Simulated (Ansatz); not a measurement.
Re3W:
```xyz
4
Lattice="-1.9595 1.9595 3.9263 1.9595 -1.9595 3.9263 1.9595 1.9595 -3.9263" Properties=species:S:1:pos:R:3 pbc="T T T"
Re     0.0000     1.9595     1.9632
Re     1.9595     0.0000     1.9632
Re     0.0000     0.0000     3.9263
W      0.0000     0.0000     0.0000
```

Relaxed with r²SCAN. Special points in fractions of this cell's reciprocal vectors: Γ (0.000, 0.000, 0.000); X (0.000, 0.000, 0.500); P (0.250, 0.250, 0.250); N (0.000, 0.500, 0.000); M (0.500, 0.500, -0.500); S (0.312, 0.688, -0.312); S0 (-0.312, 0.312, 0.312); R (-0.125, 0.125, 0.500); G (0.500, 0.500, -0.125).

List the band energies nearest the Fermi level at these points for r²SCAN in the plane-wave PAW code Ansatz.

In eV from the Fermi level; about four levels below and three above (degenerate sets whole), none deeper than 8.9 eV; points with the same levels are listed once.

| k | below | above |
|---|---|---|
| Γ | -3.04 -3.04 -1.66 -1.57 -1.57 | 0.32 0.72 1.79 |
| X | -1.80 -1.78 -1.63 -0.20 | 0.19 0.28 0.35 |
| P | -1.33 -1.09 -1.09 -0.82 | 2.78 3.29 3.29 |
| N | -3.15 -2.94 -2.13 -1.74 | 0.45 0.46 0.58 |
| M | -4.29 -4.02 -1.15 -0.77 | 0.46 0.46 0.95 0.95 |
| S | -2.45 -2.34 -1.65 -0.78 | 0.00 0.35 0.76 |
| R | -1.51 -1.50 -0.94 -0.73 | 0.73 1.06 1.78 |

Space group I4/mmm. The workflow started from a Materials Project entry (that database holds measured and hypothetical structures alike); the Crystallography Open Database copy checked does not list it. Its standing as an ambient phase is unchecked. The r²SCAN relaxation kept the symmetry of its start; its stability against distortions is not shown here. The run is not spin-polarised. Scalar-relativistic: spin–orbit coupling is off unless named, which matters more the heavier the elements.

Potentials: the later of the program's two PAW sets.
